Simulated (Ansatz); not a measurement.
MoS$_{2}$:
```cif
data_Mo3S6
_chemical_formula_sum 'Mo3 S6'
_space_group_name_H-M_alt 'R3m :H'
_space_group_IT_number 160
_space_group_name_Hall 'R 3 -2"'
_cell_length_a 3.17608
_cell_length_b 3.17608
_cell_length_c 18.67211
_cell_angle_alpha 90.000
_cell_angle_beta 90.000
_cell_angle_gamma 120.000
loop_
_atom_site_label
_atom_site_type_symbol
_atom_site_symmetry_multiplicity
_atom_site_Wyckoff_symbol
_atom_site_fract_x
_atom_site_fract_y
_atom_site_fract_z
_atom_site_occupancy
Mo1 Mo 3 a 0.00000 0.00000 0.00000 1
S1 S 3 a 0.00000 0.00000 0.25023 1
S2 S 3 a 0.00000 0.00000 0.41647 1
```
(The calculation used a cell of 3 atoms; values per cell refer to that cell.)

Relaxed at zero pressure with r²SCAN+D4 (plane waves, PAW; program Ansatz).

**Question.** The volume is raised by 3 % and shape and atoms relax at that volume. What pressure results, and how do the axes share the change?

**Answer.** -0.9 GPa; a 0.2 %, b 0.2 %, c 2.5 %; the energy rises by 2 meV/atom.

**Question.** Give the new structure.

**Answer.** 
Space group R3m, hexagonal axes (No. 160); a = b = 3.1835 Å, c = 19.1427 Å, α = β = 90.00°, γ = 120.00°

| atom | site | symmetry | x | y | z |
|---|---|---|---|---|---|
| Mo | 3a | 3m | 0.0000 | 0.0000 | 0.0000 |
| S | 3a | 3m | 0.0000 | 0.0000 | 0.2523 |
| S | 3a | 3m | 0.0000 | 0.0000 | 0.4144 |

The phase is kept; no other phase was compared at this pressure.

The cell was relaxed with r²SCAN+D4 under the symmetry of its start; of distortions, only those at the zone centre were tested. The run is not spin-polarised.

Potentials: the later of the program's two PAW sets.
